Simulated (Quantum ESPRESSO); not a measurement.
## Kohn-Sham bands of FeSi2 (P4/mmm)

```xyz
3
Lattice="2.6794 0.0000 0.0000 0.0000 2.6794 0.0000 0.0000 0.0000 5.1049" Properties=species:S:1:pos:R:3 pbc="T T T"
Fe     0.0000     0.0000     0.0000
Si     1.3397     1.3397    -1.3855
Si     1.3397     1.3397     1.3855
```

Cell from Materials Project (mp-20738), symmetrised, no further relaxation. COD (Crystallography Open Database) has the formula in 2 space groups, this one among them (matched by group alone). Method: PBEsol plane waves in Quantum ESPRESSO 7.5 (PseudoDojo norm-conserving files, 72 Ry, no spin polarisation, no spin-orbit coupling), Bloch states on a 12×12×6 mesh through Γ, Wannier90 4.0.1. Density: 12×12×6 mesh, cold smearing 0.01 Ry. A non-magnetic state is assumed; magnetic ones were not tried.

Q: List the Kohn-Sham levels between −8 and 3.0 eV relative to the Fermi level at the high-symmetry points, as a band run of pw.x on that density gives them (levels within 2 meV counted together).

A: 
```
point  k (reciprocal lattice)                                                               levels (eV)
-----  ----------------------  ------------------------------------------------------------------------
Γ           0.000 0.000 0.000                                           -3.64, -1.65, -1.50 (×2), -0.60
X           0.000 0.500 0.000                -7.00, -4.47, -3.80, -3.22, -2.07, -1.08, 0.12, 1.53, 2.32
M           0.500 0.500 0.000  -7.81, -4.65 (×2), -4.46 (×2), -3.24, -2.26, 0.17, 0.50, 2.62, 2.99 (×2)
Z           0.000 0.000 0.500                              -4.18, -3.62, -2.34, -1.55 (×2), -0.61, 2.56
R           0.000 0.500 0.500                      -7.04, -6.28, -3.17, -2.46, -2.06, -1.09, 0.61, 2.40
A           0.500 0.500 0.500  -7.48, -5.32 (×2), -4.51, -3.30 (×2), -1.80, 0.16, 0.41 (×2), 1.15, 2.93
```
